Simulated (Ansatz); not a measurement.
MgI2:
```yaml
crystal:
  lattice:
    - [4.16499, 0.00000, 0.00000]
    - [-2.08250, 3.60699, 0.00000]
    - [0.00000, 0.00000, 6.97065]
  atoms:
    - { symbol: Mg, position: [0.00000, 0.00000, 0.00000] }
    - { symbol: I, position: [0.33333, 0.66667, 0.23906] }
    - { symbol: I, position: [0.66667, 0.33333, 0.76094] }
```

The program Ansatz at the r²SCAN+D4 level (PAW) gives a gap of 4.17 eV without spin–orbit coupling, maximum at Γ, minimum off the standard path, at k = (0.000, 0.474, 0.312).

Task: What happens when spin–orbit coupling is switched on?

Result: The gap falls by 0.34 eV, to 3.83 eV; maximum at Γ, minimum off the standard path, at k = (0.000, 0.474, 0.312).

Task: Give the electron effective mass with spin–orbit coupling.

Result: 0.28, 0.66, 1.1 mₑ (principal values).

Task: Give the hole effective mass with spin–orbit coupling.

Result: 0.34, 1.3, 1.3 mₑ (principal values).

Space group P-3m1 (CdI2 type). The cell was relaxed with r²SCAN+D4 under the symmetry of its start; phonons on a q-mesh show no instability.

Potentials: the later of the program's two PAW sets.
